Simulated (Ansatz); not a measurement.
Starting cell, MoS2 (space group P6_3/mmc):

```
MoS2
1.0
    3.12771     0.00000     0.00000
   -1.56385     2.70867     0.00000
    0.00000     0.00000    12.19912
Mo S
2 4
Direct
  0.00000   0.00000   0.25000
  0.00000   0.00000   0.75000
  0.33333   0.66667   0.37714
  0.66667   0.33333   0.62286
  0.66667   0.33333   0.87714
  0.33333   0.66667   0.12286
```

A phonon eigenvector at Γ is frozen into this cell: atom i moves by Q times the vector below, so Q is the largest atomic displacement, in Å. The cell is held. It is one choice among 2 degenerate patterns.

```csv
atom,x,y,z
Mo1,0.000,-1.000,0.000
Mo2,0.000,1.000,0.000
S3,0.000,-0.991,0.000
S4,0.000,0.991,0.000
S5,0.000,0.991,0.000
S6,0.000,-0.991,0.000
```

Method: LDA (plane waves to 420 eV, PAW, scalar-relativistic; Ansatz, an electronic-structure program). k mesh 12×12×3 (Γ-centred), Fermi-Dirac smearing 0.05 eV. The energy includes the smearing's −TS. MoS2 is run without spin polarisation. MoS2 was relaxed with its symmetry unable to fall. The zero of ΔE is the undisplaced structure.

| Q (Å) | ΔE (meV/cell) |
|---|---|
| -0.2800 | 42.1 |
| -0.2333 | withheld |
| -0.1867 | 17.2 |
| -0.1400 | 9.1 |
| -0.0933 | 3.8 |
| -0.0467 | 0.9 |
| 0.0000 | 0.0 |
| 0.0467 | 0.7 |
| 0.0933 | 2.5 |
| 0.1400 | 5.0 |
| 0.1867 | 7.5 |
| 0.2333 | 9.7 |
| 0.2800 | 11.2 |

Fit a polynomial form (powers 2, 3, 4) to the given rows and predict ΔE at Q = -0.2333.

Least squares on the 12 given rows: ΔE = (363.9)·Q² + (-709.9)·Q³ + (-311.0)·Q⁴, in meV/cell with Q in Å; root-mean-square residual 0.13 meV/cell. At -0.2333 the fit gives 27.9 meV/cell; the calculation gives 28.1 meV/cell, so the interpolation is off by -0.2 (-0.7 %). The quadratic term alone would give 19.8 meV/cell.

(For displaced atoms, the force is minus the slope of the energy, and its curvature is a force constant, which sets phonon frequencies.)
